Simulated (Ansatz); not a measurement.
Relaxed Se (trigonal-Se type, space group P3_121):

```xyz
3
Lattice="4.5297 0.0000 0.0000 -2.2648 3.9228 0.0000 0.0000 0.0000 5.0429" Properties=species:S:1:pos:R:3 pbc="T T T"
Se     0.9893     0.0000     4.2024
Se    -0.4946     0.8567     0.8405
Se     1.7702     3.0661     2.5214
```

Level of theory: PBE (plane waves to 420 eV, PAW, scalar-relativistic; Ansatz, a quantum-chemistry and plane-wave program). k mesh 7×7×5 (Γ-centred), Fermi-Dirac smearing 0.05 eV. As the smearing reaches across the gap at some points, energies and forces of such displacements shift with the k mesh and the smearing. Se was relaxed with its symmetry unable to fall.

One atom of the cell was then moved (with its periodic images), all else fixed, and the forces (eV/Å) came out as:

```tsv
atom	Fx	Fy	Fz
Se1	-0.330	0.102	0.106
Se2	0.370	-0.169	-0.099
Se3	-0.040	0.067	-0.007
```

Task: Which atom was moved, and by which vector (Å)?

Result: Se2, by (-0.10, 0.00, 0.00), 0.10 Å in all.

(For displaced atoms, the force is minus the slope of the energy, and its curvature is a force constant, which sets phonon frequencies.)
